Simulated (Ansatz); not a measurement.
**Checking a converged run of Ni**

We look at Ni: an experimental structure (space group Fm-3m, primitive cell doubled), with 2 atoms per cell. Source: COD entry 2102251; it may be a high-temperature, high-pressure or metastable form.

Level of theory: DFT, PBE, PAW, plane waves, scalar-relativistic (Ansatz development build ahead of 0.2.0).

```yaml
crystal:
  lattice:
    - [0.0, 1.778, 1.778]
    - [3.556, 0.0, 3.556]
    - [1.778, 1.778, 0.0]
  atoms:
    - { symbol: Ni, position: [0.0, 0.0, 0.0], spin: 2.0 }
    - { symbol: Ni, position: [0.0, 0.5, 0.0], spin: 2.0 }
  symmetry: { detect: false, time_reversal: true }
magnetization:
  spin_polarized: true
hamiltonian:
  xc: pbe
  pseudopotentials: { kind: paw }
basis:
  ecutwfc: 420
kpoints:
  mp_grid: { grid: [12, 6, 12] }
scf:
  occupations: { method: fermi_dirac, width: 0.1 }
  lower_state_search: "off"
output:
  forces: true
  stress: true
```

It took 29 s on 2 threads of Intel(R) Xeon(R) Platinum 8375C CPU @ 2.90GHz, on a shared host, peak memory 0.72 GiB.

The end of the output:

```
SCF converged after 11 iterations
Magnetization: 1.3245 μB (18.6622 up, 17.3378 down)
Absolute magnetization: 1.5151 μB (∫|ρ↑−ρ↓|, with the PAW one-centre terms)
Spin contamination: 0.0155 ħ² per cell (⟨S²⟩ above its minimum at these occupations)
Per-site moments (μB) at R_I (Å): [(0.7025, 1.0372), (0.7025, 1.0372)]
Free energy (F): -11679.484748 eV
Harris-Foulkes:  -11679.484748 eV  (|F-HF|=5.03e-9)
Internal energy: -11679.375358 eV  (E = F + TS)
E sigma→0 (E₀):  -11679.430053 eV
Entropy (-TS):   -0.109389 eV (-54.695 meV/atom)
Fermi energy:    17.440888 eV
--- Forces (eV/Å), atoms counted from 1 ---
  atom   1  Ni     0.00000141    -0.00000140     0.00000139
  atom   2  Ni    -0.00000139     0.00000139    -0.00000140
--- Stress (GPa, compression-positive) ---
       -5.308577      -0.000027       0.000027
       -0.000027      -5.308577      -0.000027
        0.000027      -0.000027      -5.308577
  P = ⅓ Tr σ = -5.3086 GPa (-53.086 kbar)
```

The mesh is too coarse to rank close states of a metal with certainty: differences of some tens of meV/atom may change, at times in sign.

Site moments are taken inside atomic spheres and don't add up to the total.

Has the SCF ended in the lowest solution? If not, by how much is it too high?

As far as the runs go, yes: it is the lowest of 2 states reached by 13 converged runs, and the next lies 34.5 meV/atom higher (non-magnetic, no gap on the k-mesh). That doesn't prove a ground state. This multiple of the primitive cell fits some opposed orders; other multiples fit others. Orders that need a larger cell or non-collinear spins weren't tried.
